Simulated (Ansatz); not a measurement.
**Magnetic states of nickel, dhcp**

Computed with DFT, m-r2SCAN, plane waves (500 eV) with PAW, scalar-relativistic (Ansatz 0.2.0). The PAW files were generated under PBE, with cores re-solved for the functional.

Each start was relaxed and then solved on a dense mesh, with Fermi-Dirac smearing of 0.05 eV (0.1 eV in a metal without spin) extrapolated to zero. Rows within 2 meV/atom of each other tie.

Question: Where does each start end, and how do the energies compare? Starts: ferromagnetic; antiferromagnetic (alternate layers).

Answer: 
```tsv
start	ends	ΔE (meV/atom)	V (Å³/atom)
ferromagnetic	ferromagnetic, net 0.62 μB per atom	0.0	10.46
antiferromagnetic (alternate layers)	ferromagnetic, net 0.62 μB per atom	0.0	10.46
```

m-r²SCAN is r²SCAN on the gauge-invariant kinetic-energy density; without spin polarisation the two are equal.
